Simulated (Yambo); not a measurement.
Yambo input for BeTe (zinc blende, space group F-43m, No. 216) under isotropic strain of -1.5 % on all lattice vectors (a = b = c = 3.9051 Å, α = β = γ = 60.00°), on PBEsol (Quantum ESPRESSO, PseudoDojo norm-conserving, 88 Ry, scalar-relativistic) wavefunctions on a 12×12×12 mesh:

```
optics
chi
dipoles
kernel
FFTGvecs= 40 Ry
Chimod= "HARTREE"
NGsBlkXd= 4 Ry
% QpntsRXd
 1 | 1 |
%
% BndsRnXd
 2 | 33 |
%
GrFnTpXd= "R"
% EnRngeXd
 0.0 | 20.0 | eV
%
% DmRngeXd
 0.2 | 0.2 | eV
%
CGrdSpXd= 50
ETStpsXd= 161
% LongDrXd
 1.0 | 0.0 | 0.0 |
%
```

First lines of the file o-*.eps_q1_inv_rpa_dyson:

```
Absorption @ Q(1):   1.00000000     0.00000000     0.00000000    [q->0 direction]
#
# [ X ] Hartree size     :   59
# [GEN] GF Energies     : Perdew, Burke & Ernzerhof SOL(X)+Perdew, Burke & Ernzerhof SOL(C)
# [GEN] Green`s Function     : Retarded
#
# [GEN] Gauge     : Length
# [GEN] [r,Vnl] included     : yes
#
#    E[1] [eV]     Im(eps)     Re(eps)     Im(eps_o)     Re(eps_o)
#
     0.000000     0.32131E-14     7.080054     -0.46164E-17     8.142533
     0.125000     0.010116     7.083193     0.012701     8.146473
     0.250000     0.020308     7.092634     0.025501     8.158324
     0.375000     0.030653     7.108447     0.038501     8.178176
     0.500000     0.041232     7.130749     0.051808     8.206186
     0.625000     0.052129     7.159710     0.065534     8.242574
     0.750000     0.063438     7.195554     0.079800     8.287635
     0.875000     0.075261     7.238564     0.094742     8.341739
     1.000000     0.087713     7.289087     0.110512     8.405347
     1.125000     0.100922     7.347548     0.127281     8.479013
     1.250000     0.115041     7.414453     0.145251     8.563408
     1.375000     0.130243     7.490408     0.164657     8.659333
     1.500000     0.146739     7.576135     0.185777     8.767741
     1.625000     0.164779     7.672492     0.208948     8.889771
     1.750000     0.184667     7.780501     0.234584     9.026784
     1.875000     0.206783     7.901387     0.263194     9.180410
     2.000000     0.231600     8.036624     0.295423     9.352620
     2.125000     0.259723     8.187998     0.332093     9.545805
     2.250000     0.291940     8.357691     0.374280     9.762899
     2.375000     0.329296     8.548403     0.423416     10.00754
     2.500000     0.373217     8.763512     0.481458     10.28430
     2.625000     0.425702     9.007311     0.551156     10.59899
     2.750000     0.489657     9.285349     0.636525     10.95918
     2.875000     0.569500     9.604938     0.743673     11.37483
     3.000000     0.672328     9.975888     0.882437     11.85939
     3.125000     0.810361     10.41147     1.069778     12.43109
     3.250000     1.006489     10.92899     1.337505     13.11371
     3.375000     1.306757     11.54512     1.749637     13.93015
     3.500000     1.794128     12.24542     2.421377     14.85995
     3.625000     2.545095     12.94412     3.458846     15.78454
     3.750000     3.593308     13.46851     4.914689     16.46460
     3.875000     4.750761     13.64493     6.519203     16.63172
     4.000000     5.693832     13.57463     7.785169     16.48767
```
(The file goes on to the top of the energy range.) Convergence of the RPA response with its 12×12×12 mesh was not tested.

Spin-orbit coupling is not included.

Geometry strained from the cell relaxed with PBEsol, atoms relaxed again.
